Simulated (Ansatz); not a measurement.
ZnSe:
```cif
data_SeZn
_chemical_formula_sum 'Zn1 Se1'
_space_group_name_H-M_alt 'P 1'
_space_group_IT_number 1
_cell_length_a 3.74020
_cell_length_b 3.74020
_cell_length_c 3.74020
_cell_angle_alpha 120.048
_cell_angle_beta 120.048
_cell_angle_gamma 89.916
loop_
_space_group_symop_operation_xyz
  'x, y, z'
loop_
_atom_site_label
_atom_site_type_symbol
_atom_site_fract_x
_atom_site_fract_y
_atom_site_fract_z
_atom_site_occupancy
Zn1 Zn 0.00000 0.00000 0.00000 1
Se1 Se 0.50000 0.50000 0.00000 1
```

Relaxed with PBE+D3(BJ).

Problem. Which orbitals make up the states near the Fermi level in PBE+D3(BJ) in the plane-wave PAW code Ansatz?

Solution. Within 0.5 eV of the Fermi level: Se 4p 83 %, Zn 4s 10 %. Projections are on Löwdin-orthogonalised atomic valence shells; empty p or d shells of many metals are not among them.

Problem. Tabulate the density of states.

Solution. States/eV per cell of 2 atoms, in 0.25 eV bins, energy from the Fermi level.

```tsv
E (eV)	total	Zn 3d	Se 4p	Zn 4s
-7.85	0.00	0.00	0.00	0.00
-7.60	0.00	0.00	0.00	0.00
-7.35	0.05	0.03	0.02	0.01
-7.10	1.52	1.06	0.33	0.12
-6.85	12.89	11.66	1.05	0.15
-6.60	19.85	19.44	0.36	0.01
-6.35	5.46	5.30	0.07	0.01
-6.10	0.23	0.21	0.00	0.00
-5.85	0.00	0.00	0.00	0.00
-5.60	0.63	0.24	0.25	0.14
-5.35	0.92	0.24	0.44	0.22
-5.10	1.25	0.22	0.70	0.28
-4.85	2.04	0.29	1.26	0.39
-4.60	1.10	0.14	0.67	0.20
-4.35	0.60	0.07	0.35	0.11
-4.10	0.59	0.05	0.39	0.10
-3.85	0.70	0.05	0.50	0.10
-3.60	0.76	0.05	0.57	0.10
-3.35	0.81	0.04	0.62	0.09
-3.10	0.87	0.04	0.69	0.08
-2.85	0.94	0.04	0.78	0.07
-2.60	1.12	0.04	0.96	0.06
-2.35	1.23	0.05	1.07	0.05
-2.10	1.21	0.05	1.05	0.04
-1.85	1.19	0.05	1.04	0.04
-1.60	1.18	0.05	1.03	0.03
-1.35	1.17	0.05	1.03	0.02
-1.10	1.15	0.05	1.03	0.02
-0.85	1.17	0.05	1.04	0.02
-0.60	1.20	0.05	1.06	0.04
-0.35	1.22	0.05	1.07	0.05
-0.10	1.08	0.05	0.94	0.06
0.15	0.17	0.00	0.08	0.07
0.40	0.13	0.00	0.03	0.09
0.65	0.16	0.00	0.04	0.10
0.90	0.19	0.00	0.05	0.11
1.15	0.23	0.00	0.06	0.13
1.40	0.27	0.00	0.07	0.15
1.65	0.32	0.00	0.09	0.17
1.90	0.37	0.00	0.10	0.18
2.15	0.42	0.00	0.12	0.20
2.40	0.49	0.00	0.14	0.23
2.65	0.57	0.00	0.17	0.26
2.90	0.71	0.00	0.21	0.31
3.15	0.97	0.01	0.30	0.42
3.40	0.76	0.00	0.19	0.29
3.65	0.94	0.00	0.18	0.30
3.90	0.69	0.00	0.12	0.21
4.15	0.29	0.00	0.05	0.08
4.40	0.37	0.00	0.05	0.08
4.65	0.46	0.00	0.04	0.05
```

Space group Fm-3m (rock salt). This is a known high-pressure phase of the composition, computed here at zero pressure and temperature. The PBE+D3(BJ) relaxation kept the symmetry of its start; its stability against distortions is not shown here. Scalar-relativistic: spin–orbit coupling is off unless named, which matters more the heavier the elements.

Potentials: the later of the program's two PAW sets.
